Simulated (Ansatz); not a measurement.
Values for one crystal, relaxed and computed with DFT-PBEsol in the program Ansatz with PAW potentials; other levels are named.

| Property | Value |
|---|---|
| Volume per atom | 15.93 Å³ |
| Electronic character | metallic (no gap) |
| Elastic constants (relaxed ions, GPa) | C11 = 249, C12 = 74.8, C44 = 56.4 |
| Gap with spin–orbit coupling | none (metallic) |
| Formation energy from the elements (no fitted shifts) | -0.004 eV/atom |
| Pressure derivative B′ | 4.0 |
| Zone-centre stability | no imaginary mode at Γ |

Question: Which compound is it?
(A) YC, rock salt
(B) YSi2, fluorite
(C) WC, P-6m2 (W on 1a, C on 1f)
(D) Ti3AlC, anti-perovskite

Answer: A, YC, rock salt

Space group Fm-3m (rock salt). The start of the workflow was typed in or built on a structure type; the Crystallography Open Database copy checked does not list it. Whether it is the stable phase at ambient conditions was not checked. The cell was relaxed with PBEsol under the symmetry of its start. No spin polarisation was allowed. As this level gives no gap, shear constants depend on the k-mesh and smearing (Fermi–Dirac, 0.1 eV here). The references are the lowest solids computed at this level, not always the standard phases. Scalar-relativistic: spin–orbit coupling is off unless named, which matters more the heavier the elements.

Potentials: the later of the program's two PAW sets.
